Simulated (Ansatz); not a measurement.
The elements of this relaxed trial crystal are hidden behind letters.

```
lattice vectors (Å)
   4.4587    0.0000    0.0000
  -2.2293    3.8613    0.0000
   0.0000    0.0000    7.4434
fractional positions
X 0.3333 0.6667 0.0000
Z 0.0000 0.0000 0.5000
Q 0.6667 0.3333 0.2594
Q 0.6667 0.3333 0.7406
Q 0.0000 0.0000 0.0000
```

Level of theory: Ansatz 0.2.0, DFT PBE, scalar-relativistic, plane waves, PAW. Settings of the last relaxation (5-atom cell): 420 eV, 12×12×6 k points, Gaussian smearing of 0.10 eV, no spin polarisation.

```
Space group                                : P-6m2 (No. 187)
Conventional cell                          : a = 4.459 Å, c = 7.443 Å
Volume per atom                            : 25.63 Å³
Density                                    : 5.79 g/cm³
Energy over the elements                   : −0.54 eV/atom
Gap on the 12×12×6 mesh of the 5-atom cell : 0 eV (the bands overlap slightly)
```

Energies are uncorrected and count from the elements' standard states at the same level.

**Question.** X is a d-block element of period 5, Z is a p-block element of period 5 and Q is a p-block element of period 4. Which elements are they?

**Answer.** X = Zr, Z = Sn, Q = Se, so the formula is ZrSnSe3. Density times volume gives a mean mass of 5.79 × 25.63/1.6605 = 89.4 u per atom, and this set has 89.4 u. Zr is surrounded by 3 Se at 2.57 Å and 6 Se at 3.22 Å; around Sn lie 6 Se at 3.14 Å and 2 Se at 3.72 Å; Se on a site of symmetry 3m has 3 Sn at 3.14 Å, 3 Se at 3.22 Å, 3 Zr at 3.22 Å, 1 Se at 3.58 Å and 1 Se at 3.86 Å; 1 more site not described. Other sets within the hints have nearly the same mass, so mass alone doesn't settle it; this one was computed.

The zero gap may come from the functional, which often closes small gaps. Symmetry constrained the relaxation, so the result can be a saddle point. Another cell of ZrSnSe3 relaxed alike, in P4mm, lies 252 meV/atom lower, so this cell isn't the stable form at this level.
